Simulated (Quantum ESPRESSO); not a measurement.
```cif
data_FK
_chemical_formula_sum 'F1 K1'
_space_group_name_H-M_alt 'P 1'
_space_group_IT_number 1
_cell_length_a 3.82394
_cell_length_b 3.82394
_cell_length_c 3.82394
_cell_angle_alpha 60.000
_cell_angle_beta 60.000
_cell_angle_gamma 60.000
loop_
_space_group_symop_operation_xyz
  'x, y, z'
loop_
_atom_site_label
_atom_site_type_symbol
_atom_site_fract_x
_atom_site_fract_y
_atom_site_fract_z
_atom_site_occupancy
F1 F 0.50000 0.50000 0.50000 1
K1 K 0.00000 0.00000 0.00000 1
```

The PBEsol cell relaxed from Materials Project entry mp-463 was given an isotropic strain of +2 % on all lattice vectors, and the atoms were relaxed again.

**Question.** What does PBEsol (pw.x of Quantum ESPRESSO, ONCV potentials, without SOC) give for the electronic structure near the Fermi level?

**Answer.** The PBEsol gap is direct, 5.89 eV at Γ.
